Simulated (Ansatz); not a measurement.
An Ansatz (a program for electronic structure) run. Input:

Ansatz 0.2 input:
```yaml
crystal:
  lattice:
    - [3.9351408209, 0.0, 0.0]
    - [0.0, 3.9351408209, 0.0]
    - [0.0, 0.0, 3.9351408209]
  atoms:
    - { symbol: Ba, position: [0.5, 0.5, 0.5] }
    - { symbol: Ti, position: [0.0, 0.0, 0.0] }
    - { symbol: O, position: [0.5, 0.0, 0.0] }
    - { symbol: O, position: [0.0, 0.5, 0.0] }
    - { symbol: O, position: [0.0, 0.0, 0.5] }
kpoints:
  mp_grid: { grid: [7, 7, 7] }
hamiltonian:
  xc: lda
  pseudopotentials: { azcp: { folder: ./paw }, kind: paw }
scf:
  occupations: { method: fixed }
phonons:
  method: dfpt
  response_accuracy: low
  eigenvectors: true
  rigid_motions: translations
  dielectric: true
  raman: true
```

Output (shortened):

```
Pseudopotential: Ba, paw, valence charge 10
Pseudopotential: Ti, paw, valence charge 12
Pseudopotential: O, paw, valence charge 6
Functional definition: SPW92
Crystal: 5 atoms, lattice volume = 60.937 Å³
Basis set: ecut = 420 eV, 1213 PW (Γ), exchange–correlation on 54×54×54 points (8 copies of the dense FFT grid, shifted against one another)
Bands: 25, of which v1, the nominal top of the filled ones, is band 20 counted from 1 (19 counted from 0)
Symmetry: 48 space group operations
k-points: 100 of 343 (irreducible under 2 space group operations, time reversal used)
SCF iter   1: F=—  HF=-9905.112247 eV  |F-HF|=—  |Δ(HF+E_count)|=         —  Δρ=5.45e-2  dr2=1.96e0  ethr=3.10e-3  ⟨swp⟩=4.8  Hψ=9668  notcnv=0  defer=226
preconditioner: auto → Resta (q_TF=auto, 2.543 Å⁻¹)
SCF iter   2: F=—  HF=-9904.718318 eV  |F-HF|=—  |Δ(HF+E_count)|=   3.94e-1  Δρ=2.30e-2  dr2=4.02e-1  ethr=3.10e-3  ⟨swp⟩=2.9  Hψ=5118  notcnv=0  defer=109
SCF iter   3: F=—  HF=-9904.640841 eV  |F-HF|=—  |Δ(HF+E_count)|=   7.75e-2  Δρ=6.89e-3  dr2=3.28e-2  ethr=1.01e-3  ⟨swp⟩=2.0  Hψ=4274  notcnv=0  defer=226
SCF iter   4: F=—  HF=-9904.635274 eV  |F-HF|=—  |Δ(HF+E_count)|=   5.57e-3  Δρ=5.75e-3  dr2=1.84e-2  ethr=8.20e-5  ⟨swp⟩=2.1  Hψ=4338  notcnv=0  defer=219
SCF iter   5: F=—  HF=-9904.631962 eV  |F-HF|=—  |Δ(HF+E_count)|=   3.31e-3  Δρ=1.50e-3  dr2=1.28e-3  ethr=4.60e-5  ⟨swp⟩=2.0  Hψ=3620  notcnv=0  defer=250
SCF iter   6: F=—  HF=-9904.631941 eV  |F-HF|=—  |Δ(HF+E_count)|=   2.13e-5  Δρ=2.60e-4  dr2=3.51e-5  ethr=3.20e-6  ⟨swp⟩=2.0  Hψ=3505  notcnv=0  defer=260
SCF iter   7: F=—  HF=-9904.631941 eV  |F-HF|=—  |Δ(HF+E_count)|=   4.52e-8  Δρ=3.16e-5  dr2=3.68e-7  ethr=8.77e-8  ⟨swp⟩=2.6  Hψ=3728  notcnv=0  defer=110
SCF iter   8: F=—  HF=-9904.631941 eV  |F-HF|=—  |Δ(HF+E_count)|=   3.77e-7  Δρ=3.94e-6  dr2=7.80e-9  ethr=9.20e-10  ⟨swp⟩=2.1  Hψ=4170  notcnv=0  defer=100
SCF iter  10: F=-9904.631941 eV  HF=-9904.631941 eV  |F-HF|=1.09e-11  |Δ(HF+E_count)|=  4.73e-11  Δρ=1.40e-7  dr2=1.30e-11  ethr=1.00e-12  ⟨swp⟩=11.6  Hψ=15850  notcnv=0
SCF 1 converged in 10 iterations: F = -9904.631941 eV  dr2 = 1.30e-11
NSCF: frozen V_eff on 7 k-points
DFPT response loops at Γ: preconditioner auto → none (the input reference at scf.mixing.eps_inf says where Resta's filter doesn't serve); β = 0.50 …
── the response to a field inside a basis, on 8×8×8 k-points: an SCF that follows is theirs, and a resumed run solves both again ──
Crystal: 5 atoms, lattice volume = 60.937 Å³
Bands: 21, of which v1, the nominal top of the filled ones, is band 20 counted from 1 (19 counted from 0)
k-points: 20
SCF iter   1: F=—  HF=-9904.623993 eV  |F-HF|=—  |Δ(HF+E_count)|=         —  Δρ=3.39e-4  dr2=1.60e-5  ethr=1.00e-1
preconditioner: auto → Resta (q_TF=auto, 2.543 Å⁻¹)
SCF iter   2: F=—  HF=-9904.623989 eV  |F-HF|=—  |Δ(HF+E_count)|=   3.82e-6  Δρ=1.47e-4  dr2=7.24e-6  ethr=4.01e-8
SCF iter   3: F=—  HF=-9904.623988 eV  |F-HF|=—  |Δ(HF+E_count)|=   9.08e-7  Δρ=8.14e-5  dr2=1.31e-6  ethr=1.81e-8
SCF iter   4: F=—  HF=-9904.623988 eV  |F-HF|=—  |Δ(HF+E_count)|=   2.68e-7  Δρ=1.32e-5  dr2=8.01e-8  ethr=3.28e-9
SCF iter   5: F=—  HF=-9904.623988 eV  |F-HF|=—  |Δ(HF+E_count)|=   1.19e-8  Δρ=3.19e-6  dr2=7.31e-9  ethr=2.00e-10
SCF iter   6: F=—  HF=-9904.623988 eV  |F-HF|=—  |Δ(HF+E_count)|=   1.50e-9  Δρ=5.83e-7  dr2=1.97e-10  ethr=1.83e-11
SCF iter   7: F=-9904.623988 eV  HF=-9904.623988 eV  |F-HF|=3.64e-12  |Δ(HF+E_count)|=  3.82e-11  Δρ=8.56e-8  dr2=5.25e-12  ethr=1.00e-12
SCF 1 converged in 7 iterations: F = -9904.623988 eV  dr2 = 5.25e-12
DFPT response loops at Γ: mixed as the last ones told, above
DFPT response loops at Γ: mixed as the last ones told, above
SCF converged after 10 iterations
Free energy (F): -9904.631941 eV
Harris-Foulkes:  -9904.631941 eV  (|F-HF|=1.09e-11)
Internal energy: -9904.631941 eV  (E = F + TS)
E sigma→0 (E₀):  -9904.631941 eV
Fermi energy:    10.588902 eV
--- Per-component energies (eV) ---
  E_band       = -121.146263
  E_kinetic    = 946.783788
  E_local      = -2116.075222  (includes V_loc(G=0)·N_el)
  E_nonlocal   = 321.148829
  E_hartree    = 813.162208
  E_xc         = -527.542153
  E_vxc        = -551.216708  (∫ρ·V_xc dr)
  E_paw        = -6473.854287  (= ΣΔE_a)
  E_vpaw       = -348.113637  (= ΣTr[D̂ρ^β])
  E_aug_tail   = 0.002258  (compensation charges beyond the density's cutoff)
  E_ewald      = -2869.156598
  E_core_change = 0.899235  (= ΣΔE_core)
  E_smearing   =  0.000000  (= −TS)
  E_closure    = 0.000000  (closes the sum)
  Σ components = -9904.631941   (vs F -9904.631941, Δ=0.00e0)
  [band-id]    e_kinetic+e_local+e_nonlocal+2·e_hartree+e_vxc+e_vpaw+e_augmentation_tail = -121.146275   (vs E_band -121.146263, Δ=-1.17e-5)
--- Band table (eV; the first three rows and the last of 100) ---
  k-point 0: bands = ["-45.0704", "-21.6496", "-21.6496", "-21.6496", "-13.8303", "-6.0214", "-5.3452", "-5.3452", "0.9942", "0.9942", "0.9942", "8.4000", "8.4000", "8.4000", "9.4128", "9.4128", "9.4128", "10.5889", "10.5889", "10.5889", "12.4568", "12.4568", …
  k-point 1: bands = ["-45.0702", "-21.6623", "-21.6490", "-21.6490", "-13.8005", "-6.0506", "-5.3375", "-5.3175", "1.0326", "1.0326", "1.1038", "8.0307", "8.3253", "8.3253", "9.1831", "9.1831", "9.2280", "10.0678", "10.4299", "10.4299", "12.4838", "12.9022", …
  k-point 2: bands = ["-45.0698", "-21.6907", "-21.6477", "-21.6477", "-13.7323", "-6.1995", "-5.3201", "-5.1509", "1.1221", "1.1221", "1.3461", "7.2202", "8.0703", "8.0703", "8.8607", "8.8724", "8.8724", "9.2285", "10.1625", "10.1625", "12.5462", "13.7238", …
  k-point 99: bands = ["-45.0685", "-21.7076", "-21.7074", "-21.6560", "-13.5631", "-5.6603", "-5.2115", "-5.1734", "0.8265", "0.8315", "1.2283", "6.3037", "6.7115", "6.8278", "7.9222", "7.9575", "8.4788", "9.7758", "9.8978", "10.5178", "14.4475", "14.4696", …
--- Phonons (Γ-DFPT): 4 representative perturbations + reference, on 100 of 343 k-points (Σ response iterations 12) ---
  ASR residual: 2.196e-4 → 0.000e0 eV/Å²; symmetrization residual: 4.207e-5 eV/Å²
  ASR residual per site (eV/Å²): 7.65e-5 2.20e-4 1.14e-4 1.14e-4 1.14e-4
  Γ frequencies (cm⁻¹): -154.04 -154.04 -154.04 0.00 0.00 0.00 179.90 179.90 179.90 282.73 282.73 282.73 479.71 479.71 479.71
  ε∞ (high-frequency dielectric tensor):
        6.717836     0.000000     0.000000
        0.000000     6.717836     0.000000
        0.000000     0.000000     6.717836
  ε⁰ (static dielectric tensor): not given — an optical mode at Γ is not stable, and the ionic part, a sum over the modes at Γ, is formed only where all of …
  softest optical mode at Γ: -154.04 cm⁻¹; the repairs (sum rule, projections) moved no ω² at Γ by more than (3.56 cm⁻¹)²
  Born effective charges Z* (e; rows j = field, columns β = displacement):
    site 0:
         2.78300    0.00000    0.00000
         0.00000    2.78300    0.00000
         0.00000    0.00000    2.78300
    site 1:
         7.34933    0.00000    0.00000
         0.00000    7.34933    0.00000
         0.00000    0.00000    7.34933
    site 2:
        -5.78209    0.00000    0.00000
         0.00000   -2.17512    0.00000
         0.00000    0.00000   -2.17512
    site 3:
        -2.17512    0.00000    0.00000
         0.00000   -5.78209    0.00000
         0.00000    0.00000   -2.17512
    site 4:
        -2.17512    0.00000    0.00000
         0.00000   -2.17512    0.00000
         0.00000    0.00000   -5.78209
  Z* charge neutrality: 1.297e-3 e pre-enforcement
  solved inside a basis spanned on kpoints, on 8×8×8 k-points transformed towards the longest dipole: ε∞ is read to err by 2.0e-2, Z* by 2.5e-2 e (field_mesh …
  Raman tensors (in the event stream and the table raman_tensors.tsv) …
  optical modes at Γ without the LO–TO term, one row a degenerate level:
      ω (cm⁻¹)  modes    IR ((D/Å)²/amu)  static Raman (Å⁴/amu)  depolarisation
       -154.04      3           250.1042                 0.0000               —
        179.90      3             5.5999                 0.0000               —
        282.73      3             0.0000                 0.0000               —
        479.71      3            11.8628                 0.0000               —
  optical modes at Γ + LO–TO along q̂ = [1.0000, 0.0000, 0.0000]:
      ω (cm⁻¹)  modes    IR ((D/Å)²/amu)  static Raman (Å⁴/amu)  depolarisation
       -154.04      2           166.7362                 0.0000               —
        175.91      1             0.0387                 0.0000               —
        179.90      2             3.7333                 0.0000               —
        282.73      3             0.0000                 0.0000               —
        456.04      1             3.8087                 0.0000               —
        479.71      2             7.9086                 0.0000               —
        681.57      1            85.3416                 0.0000               —
  optical modes at Γ + LO–TO along q̂ = [0.0000, 1.0000, 0.0000]:
      ω (cm⁻¹)  modes    IR ((D/Å)²/amu)  static Raman (Å⁴/amu)  depolarisation
       -154.04      2           166.7362                 0.0000               —
        175.91      1             0.0387                 0.0000               —
        179.90      2             3.7333                 0.0000               —
        282.73      3             0.0000                 0.0000               —
        456.04      1             3.8087                 0.0000               —
        479.71      2             7.9086                 0.0000               —
        681.57      1            85.3416                 0.0000               —
  optical modes at Γ + LO–TO along q̂ = [0.0000, 0.0000, 1.0000]:
      ω (cm⁻¹)  modes    IR ((D/Å)²/amu)  static Raman (Å⁴/amu)  depolarisation
       -154.04      2           166.7362                 0.0000               —
        175.91      1             0.0387                 0.0000               —
        179.90      2             3.7333                 0.0000               —
        282.73      3             0.0000                 0.0000               —
        456.04      1             3.8087                 0.0000               —
        479.71      2             7.9086                 0.0000               —
        681.57      1            85.3416                 0.0000               —
```

Cost: very roughly 4 core-minutes on shared cores.

Space group Pm-3m (cubic perovskite). This is a known high-temperature phase of the composition, computed here at zero pressure and temperature. The LDA relaxation kept the symmetry of its start. At this level the phase is dynamically unstable (imaginary phonons). No spin polarisation was allowed. Scalar-relativistic: spin–orbit coupling is off unless named, which matters more the heavier the elements.

Potentials: the earlier of the program's two PAW sets.

Ansatz is a plane-wave DFT program.
